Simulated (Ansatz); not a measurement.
## Equation of state of calcium, beta-Sn type

All numbers below come from DFT, BLYP, plane waves (420 eV) with PAW, scalar-relativistic (Ansatz 0.2.0). (PAW data from PBE, frozen cores regenerated.)

The cell is scaled uniformly from the relaxed one, with fractional coordinates and shape fixed. Energies are extrapolated to zero smearing, pressures are those at the given smearing. Because the bonds are stretched with the cell, B₀ of this curve lies above the true bulk modulus of such a structure. Magnetic state: spin not included.

| V (Å³/atom) | E − E₀ (meV/atom) | P (GPa) |
| --- | --- | --- |
| 38.646 | 24.5 | 1.77 |
| 40.403 | 9.8 | 1.06 |
| 42.160 | 2.0 | 0.48 |
| 43.916 | 0.0 | -0.01 |
| 45.673 | 2.8 | -0.41 |
| 47.430 | 9.6 | -0.75 |
| 49.186 | 19.6 | -1.02 |

Problem. Fit a third-order Birch-Murnaghan equation.

Solution. V₀ = 43.73 Å³/atom, B₀ = 11.0 GPa, B₀′ = 3.5.
